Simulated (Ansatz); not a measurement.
Zr3Ti2C5: stable or not

It was reached by relaxing an invented guess, and it needn't be the stable form of this composition.

Theory: Ansatz, DFT PBE, scalar-relativistic, plane waves, PAW. Plane waves to 420 eV, a 16×16×16 mesh through Γ for the 10-atom cell and 0.10 eV Gaussian smearing; no spin polarisation.

```
CELL_PARAMETERS angstrom
-1.62367 1.62367 11.38645
1.62367 -1.62367 11.38645
1.62367 1.62367 -11.38645
ATOMIC_POSITIONS crystal
Zr 0.10488 0.10488 0.00000
Zr 0.89512 0.89512 0.00000
Zr 0.50000 0.50000 0.00000
Ti 0.70364 0.70364 0.00000
Ti 0.29636 0.29636 0.00000
C 0.00000 0.00000 0.00000
C 0.60529 0.60529 0.00000
C 0.20463 0.20463 0.00000
C 0.79537 0.79537 0.00000
C 0.39471 0.39471 0.00000
```

Formation energies are uncorrected and refer to the elements' standard structures at the same level.

Problem. These tests were run: energy against the elements; elastic tensor. What do they show?

Solution.

| test | result |
| --- | --- |
| energy against the elements | −0.78 eV/atom |
| elastic tensor | least eigenvalue 152 GPa |

It fails none of these tests. Whether a mixture of other phases lies lower isn't tested here. Phonons away from Γ weren't computed.

The reference form of C is held partly by dispersion forces, which this level lacks. The run for the elastic tensor used a 16×16×16 k mesh and Fermi–Dirac smearing of 0.15 eV.
